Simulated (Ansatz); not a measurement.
**A plane-wave run on NbSiPt**

input.yaml (Ansatz 0.2.0)

```yaml
crystal:
  lattice:
    - [6.40570788, 0.0, 0.0]
    - [0.0, 3.81384916, 0.0]
    - [0.0, 0.0, 7.34992781]
  atoms:
    - { symbol: Nb, position: [0.0264, 0.25, 0.1687] }
    - { symbol: Nb, position: [0.4736, 0.75, 0.6687] }
    - { symbol: Nb, position: [0.5264, 0.25, 0.3313] }
    - { symbol: Nb, position: [0.9736, 0.75, 0.8313] }
    - { symbol: Pt, position: [0.1506, 0.25, 0.5637] }
    - { symbol: Pt, position: [0.3494, 0.75, 0.0637] }
    - { symbol: Pt, position: [0.6506, 0.25, 0.9363] }
    - { symbol: Pt, position: [0.8494, 0.75, 0.4363] }
    - { symbol: Si, position: [0.7706, 0.25, 0.6308] }
    - { symbol: Si, position: [0.7294, 0.75, 0.1308] }
    - { symbol: Si, position: [0.2706, 0.25, 0.8692] }
    - { symbol: Si, position: [0.2294, 0.75, 0.3692] }
  symmetry: { tolerance: 0.0003 }
kpoints:
  mp_grid: { grid: [5, 9, 5], shift: [0, 0, 0] }
  band_path:
    path:
      - [0.0, 0.0, 0.0]
      - [0.5, 0.0, 0.0]
      - [0.5, 0.5, 0.0]
      - [0.0, 0.5, 0.0]
      - [0.0, 0.0, 0.0]
      - [0.0, 0.0, 0.5]
      - [0.5, 0.0, 0.5]
      - [0.5, 0.5, 0.5]
      - [0.0, 0.5, 0.5]
      - [0.0, 0.0, 0.5]
      - [0.5, 0.0, 0.0]
    npoints: 6
magnetization:
  spin_polarized: false
scf:
  occupations: { method: fermi_dirac, width: 0.0971 }
  lower_state_search: "off"
  max_iter: 200
hamiltonian:
  pseudopotentials: { kind: paw }
  xc: pbesol
basis:
  ecutwfc: 420
  fft_grid_basis: typed
output:
  forces: true
  stress: true
  eigenvalues: true
  bader: true
  populations: true
  elf: true
  write_potential: true
  volumetric_format: npy
  dos:
    e_range: [-12, 8]
    de: 0.05
    projected: { site_lists: { Nb: [Nb], Pt: [Pt], Si: [Si] } }
checkpoint:
  read: saved_state
```

The saved state is an earlier solution for the same cell, perhaps on another mesh. 

Excerpt of what it printed:

```
SCF iter   1: F=—  Δρ=9.24e-4  dr2=5.35e-4
SCF iter   2: F=—  Δρ=4.82e-4  dr2=1.66e-4
SCF iter   3: F=—  Δρ=5.16e-5  dr2=5.21e-6
SCF iter   4: F=—  Δρ=1.26e-5  dr2=1.58e-7
SCF iter   5: F=-70013.5453 eV  Δρ=2.15e-6  dr2=9.53e-9
SCF iter   6: F=-70013.5453 eV  Δρ=5.15e-7  dr2=5.82e-10
Free energy (F): -70013.5453 eV
Harris-Foulkes:  -70013.5453 eV  (|F-HF|=2.91e-10)
Internal energy: -70013.3321 eV  (E = F + TS)
E sigma→0 (E₀):  -70013.4387 eV
Entropy (-TS):   -0.2132 eV (-17.764 meV/atom)
Fermi energy:    19.0841 eV
--- Per-component energies (eV) ---
  E_band       = -968.7185
  E_kinetic    = 4313.4015
  E_local      = -10808.2462  (includes V_loc(G=0)·N_el)
  E_nonlocal   = 1388.4754
  E_hartree    = 4005.6347
  E_xc         = -1972.4899
  E_vxc        = -2266.1921  (∫ρ·V_xc dr)
  E_paw        = -51330.7396  (= ΣΔE_a)
  E_vpaw       = -1607.4274  (= ΣTr[D̂ρ^β])
  E_aug_tail   = 0.0008  (compensation charges beyond the density's cutoff)
  E_ewald      = -15611.3980
  E_core_change = 2.0290  (= ΣΔE_core)
  E_smearing   = -0.2132  (= −TS)
--- Forces (eV/Å), atoms counted from 1 ---
  atom   1  Nb     0.0583     0.0000    -0.4298
  atom   2  Nb    -0.0583     0.0000    -0.4298
  atom   3  Nb     0.0583     0.0000     0.4298
  atom   4  Nb    -0.0583     0.0000     0.4298
  atom   5  Pt     0.1760     0.0000    -0.1457
  atom   6  Pt    -0.1760     0.0000    -0.1457
  atom   7  Pt     0.1760     0.0000     0.1457
  atom   8  Pt    -0.1760     0.0000     0.1457
  atom   9  Si    -0.2280     0.0000    -0.4725
  atom  10  Si     0.2280     0.0000    -0.4725
  atom  11  Si    -0.2280     0.0000     0.4725
  atom  12  Si     0.2280     0.0000     0.4725
--- Stress (GPa, compression-positive) ---
       -0.1292       0.0000       0.0000
        0.0000       0.1081       0.0000
        0.0000       0.0000       0.7711
  P = ⅓ Tr σ = 0.2500 GPa (2.500 kbar)
--- Bader charges: 12 sites ---
  site symbol  charge [e]  shift [e]
     0     Nb      1.0858     0.0003
     1     Nb      1.0858     0.0003
     2     Nb      1.0858     0.0003
     3     Nb      1.0858     0.0003
     4     Pt     -1.5120     0.0114
     5     Pt     -1.5120     0.0114
     6     Pt     -1.5120     0.0114
     7     Pt     -1.5120     0.0114
     8     Si      0.4262     0.0111
     9     Si      0.4262     0.0111
    10     Si      0.4262     0.0111
    11     Si      0.4262     0.0111
```

Origin: a database entry at a rescaled volume.
